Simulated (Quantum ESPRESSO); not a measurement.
**Band energies of CdZnS2**

```
CdZnS2
1.0
    3.93567     0.00000     0.00000
   -1.96784     3.40839     0.00000
    0.00000     0.00000     6.51847
S Zn Cd
2 1 1
Direct
  0.33333   0.66667   0.89199
  0.00000   0.00000   0.35401
  0.00000   0.00000   0.99906
  0.33333   0.66667   0.50692
```

PBEsol (pw.x of Quantum ESPRESSO, ONCV potentials, scalar-relativistic); path ΓMKΓALHA,LM,KH; energies in eV from the valence-band maximum.

```csv
k (1/Å),point,band 22,band 23,band 24,band 25,band 26,band 27,band 28,band 29
0.00,Γ,-1.03,-1.03,-0.26,0.00,0.00,1.33,2.88,6.11
0.23,,-1.79,-1.25,-0.87,-0.31,-0.12,2.14,3.47,5.68
0.58,,-3.42,-2.67,-1.92,-0.99,-0.56,3.35,3.89,5.26
0.81,,-3.77,-3.20,-2.22,-1.59,-0.77,3.40,3.90,4.87
0.92,M,-3.88,-3.17,-2.26,-1.70,-0.80,3.39,3.91,4.81
1.19,,-3.85,-3.22,-2.65,-1.83,-1.38,4.31,4.43,4.78
1.45,K,-3.87,-3.71,-2.32,-2.23,-1.91,4.04,5.25,5.41
1.77,,-3.52,-3.04,-2.84,-1.43,-1.32,4.30,4.79,5.14
1.99,,-3.07,-2.59,-1.98,-0.86,-0.74,3.55,4.63,5.30
2.31,,-1.68,-1.26,-0.74,-0.30,-0.11,2.06,3.41,5.72
2.52,Γ,-1.03,-1.03,-0.26,0.00,0.00,1.33,2.88,6.11
2.64,,-1.01,-1.01,-0.62,-0.03,-0.03,1.65,2.91,6.10
2.88,,-2.13,-0.86,-0.86,-0.21,-0.21,2.57,3.23,5.48
3.00,A,-2.87,-0.81,-0.81,-0.26,-0.26,2.67,3.37,5.37
3.21,,-2.87,-1.26,-0.96,-0.71,-0.39,3.21,3.71,5.25
3.41,,-3.03,-1.83,-1.39,-1.30,-0.70,3.59,4.08,5.12
3.72,,-4.05,-1.83,-1.78,-1.60,-1.16,3.13,3.60,4.81
3.92,L,-4.42,-1.89,-1.76,-1.58,-1.27,3.03,3.39,4.70
4.24,,-4.32,-2.81,-2.23,-1.54,-1.36,3.83,4.04,5.46
4.45,H,-4.29,-3.18,-2.60,-1.48,-1.34,4.10,4.29,5.56
4.72,,-4.06,-2.71,-2.14,-1.58,-1.40,3.85,4.38,5.56
4.99,,-3.31,-1.90,-1.75,-1.47,-1.19,3.83,4.49,5.10
5.16,,-2.94,-1.69,-1.28,-1.19,-0.68,3.85,3.96,5.36
5.43,,-2.87,-0.92,-0.84,-0.36,-0.28,2.80,3.45,5.33
5.52,A,-2.87,-0.81,-0.81,-0.26,-0.26,2.67,3.37,5.37
5.52,L,-4.42,-1.89,-1.76,-1.58,-1.27,3.03,3.39,4.70
5.81,,-4.08,-2.77,-2.16,-1.51,-0.94,3.14,3.72,5.17
6.00,M,-3.88,-3.17,-2.26,-1.70,-0.80,3.39,3.91,4.81
6.00,K,-3.87,-3.71,-2.32,-2.23,-1.91,4.04,5.25,5.41
6.19,,-4.05,-3.58,-2.10,-1.96,-1.96,4.39,4.86,5.06
6.48,H,-4.29,-3.18,-2.60,-1.48,-1.34,4.10,4.29,5.56
```

The PBEsol gap is direct, 1.33 eV at Γ.

Spin-orbit splittings are left out.

Geometry relaxed with PBEsol.

The structure is a Materials Project entry; no match was found in the copy of COD used, and its stability was not checked.
